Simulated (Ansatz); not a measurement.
## Ti: energy along a strain

Ti, P6_3/mmc, a = 2.950 Å, c = 4.686 Å (as given, not relaxed at this level: -1.6 GPa). Ansatz: PBE, PAW, 420 eV, Γ-centred 18×18×10 mesh on 2 atoms, Gaussian smearing 0.15 eV; no spin polarisation. Cell vectors (Å): 2.950 0.000 0.000; -1.475 2.555 0.000; 0.000 0.000 4.686. The cell is strained by x per cent times the pattern (0 0 1 0 0 0) in the order xx yy zz yz xz xy (engineering shears), with fractional coordinates held. y is the free energy over the start, V0 = 17.658 Å³/atom.

```tsv
x (%)	y (meV/atom)
-4.00	8.51
-3.00	3.04
-2.00	-0.15
-1.00	-1.13
0.00	0.00
1.00	?
2.00	8.10
3.00	14.84
3.50	18.84
4.00	23.25
```

Q: Fit y = c1 x + c2 x² + c3 x³ to the other rows, get the stiffness along the pattern, and predict the missing energy.

A: Least squares on the rows shown. y = 2.1329 x + 0.99266 x² − 0.018209 x³. The clamped-ion stiffness p·C·p = 2 × 9.927 eV × 160.2 / 17.658 Å³ = 180 GPa, which is C33 in these axes (second derivative at the start, which stands under stress). At x = 1.00 the fit asked for gives 3.11 meV/atom. The run gave 3.12 meV/atom, so the fit is 0.01 meV/atom too low, within twice the rms miss on the fitted rows (0.007 meV/atom).